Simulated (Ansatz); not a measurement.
SrO (rock salt, space group No. 225), a = b = c = 5.160 Å, α = β = γ = 90.00°; the cell used has 2 atoms.

Relaxed with r²SCAN.

Tabulate the valence density and the electron localisation function along the shortest Sr–O contact (2.58 Å), plane-wave PAW r²SCAN (Ansatz code).



| distance from Sr (Å) | density (e/Å³) | ELF |
|---|---|---|
| 0.26 | 2.10 | 0.20 |
| 0.39 | 2.67 | 0.55 |
| 0.52 | 2.68 | 0.77 |
| 0.64 | 2.18 | 0.85 |
| 0.77 | 1.49 | 0.86 |
| 0.90 | 0.90 | 0.79 |
| 1.03 | 0.51 | 0.52 |
| 1.16 | 0.30 | 0.17 |
| 1.29 | 0.23 | 0.08 |
| 1.42 | 0.24 | 0.14 |
| 1.55 | 0.32 | 0.38 |
| 1.68 | 0.51 | 0.66 |
| 1.81 | 0.88 | 0.79 |
| 1.93 | 1.56 | 0.82 |
| 2.06 | 2.84 | 0.81 |
| 2.19 | 4.58 | 0.72 |
| 2.32 | 6.21 | 0.54 |

The density is the valence pseudo-density with augmentation charge, so density and ELF within about 1 Å of a nucleus are not all-electron values.

Space group Fm-3m (rock salt). The cell was relaxed with r²SCAN under the symmetry of its start; phonons on a q-mesh show no instability.

Potentials: the later of the program's two PAW sets.
